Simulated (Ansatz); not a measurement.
Here is the system:

NiS:
```yaml
crystal:
  lattice:
    - [4.75285, 2.74406, 1.04300]
    - [-4.75285, 2.74406, 1.04300]
    - [0.00000, -5.48812, 1.04300]
  atoms:
    - { symbol: Ni, position: [0.00309, 0.26576, 0.00309] }
    - { symbol: Ni, position: [0.00309, 0.00309, 0.26576] }
    - { symbol: Ni, position: [0.26576, 0.00309, 0.00309] }
    - { symbol: S, position: [0.72575, 0.38976, 0.72575] }
    - { symbol: S, position: [0.72575, 0.72575, 0.38976] }
    - { symbol: S, position: [0.38976, 0.72575, 0.72575] }
```

This is the r²SCAN-relaxed structure.

**Question.** All from r²SCAN (plane waves, PAW; program Ansatz), unless another level is named. Predict the electronic character.

**Answer.** metallic (no gap).

**Question.** What about the density of states at the Fermi level?

**Answer.** 0.46 states/eV per atom (mean over ±0.08 eV).

**Question.** And the formation energy from the elements (no fitted shifts)?

**Answer.** -0.45 eV/atom.

Space group R3m. The workflow started from an entry of the Crystallography Open Database (COD), which files this formula under 3 space groups. Its standing as an ambient phase is unchecked. The r²SCAN relaxation kept the symmetry of its start; its stability against distortions is not shown here. The workflow began spin-polarised and lost its moments. The references are the lowest solids computed at this level, not always the standard phases.

Potentials: the later of the program's two PAW sets.
